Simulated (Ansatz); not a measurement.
CsAs₂Ir₂ in space group I4/mmm (No. 139; Cs on 2a, As on 4e, Ir on 4d), plane-wave PAW PBE (Ansatz code), all energies at zero smearing, with the estimated change up to a 700 eV cutoff added, with one set of potentials and settings (totals compare only within such a set). Cell of 5 atoms (1 Cs, 2 As, 2 Ir): -39255.951 eV.

| element | reference phase | E (eV/atom) |
|---|---|---|
| Cs | P6_3/mmc, 2 atoms in the cell | -5670.7673 |
| As | R-3m, 2 atoms in the cell | -4856.1377 |
| Ir | Fm-3m, 1 atoms in the cell | -11935.3137 |

Formation energy per atom, worked out: (-39255.951 − 1×(-5670.7673) − 2×(-4856.1377) − 2×(-11935.3137))/5 = -0.456 eV/atom (-44 kJ per mol of atoms), at 0 K, without zero-point energy or fitted corrections.

The first step of the workflow began from a Materials Project structure, measured or hypothetical; the Crystallography Open Database copy checked does not list it. Whether it is the stable phase at ambient conditions was not checked. The cell was relaxed with PBE under the symmetry of its start; its stability against distortions is not shown here. No spin polarisation was allowed. The references are the lowest solids computed at this level, not always the standard phases. Spin–orbit coupling is left out wherever it is not named.

Potentials: the later of the program's two PAW sets.
